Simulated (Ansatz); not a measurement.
In the program Ansatz at the LDA level (PAW), MoS2 in the trigonal phase (R3m; Mo on 3a, S on 3a, S on 3a) relaxes to a = 3.126 Å, c = 17.973 Å. Mo has 6 nearest neighbours from 2.38 Å (trigonal prismatic); S on 3a has 3 nearest neighbours from 2.38 Å (trigonal pyramidal); S on 3a has 3 nearest neighbours from 2.38 Å (trigonal pyramidal). Its formation energy from the elements is -98 kJ/mol-atom, with no fitted shifts.

It is gapped at this level: 0.70 eV (indirect). The electron mass is 0.46, 0.58, 0.73 mₑ (principal values). The hole mass is 0.62, 0.62, 0.93 mₑ (principal values).

The relaxed-ion elastic constants in GPa are C11 = 245, C12 = 61.6, C13 = 16.3, C14 = 5.0, C33 = 46.2, C44 = 22.0. The elastic constants imply a Debye temperature near 375 K. Perturbation theory gives ε∞ = 15.7 (xx = yy), 7.75 (zz). Letting the ions move raises it to ε0 = 15.9 (xx = yy), 7.84 (zz). Born charges are Mo -1.05, S +0.49 to +0.56 e. Without the LO–TO term the highest mode at Γ lies at 14.09 THz.

The cell was relaxed with LDA under the symmetry of its start. No spin polarisation was allowed. A crystal of weakly bound layers computed without a dispersion correction: the cell and the soft elastic constants depend strongly on that. The references are the lowest solids computed at this level, not always the standard phases. Spin–orbit coupling is left out wherever it is not named.

Potentials: the earlier of the program's two PAW sets. The files were generated under PBE; for other functionals the program regenerates the frozen cores, and for LDA and PBEsol the local potential too.
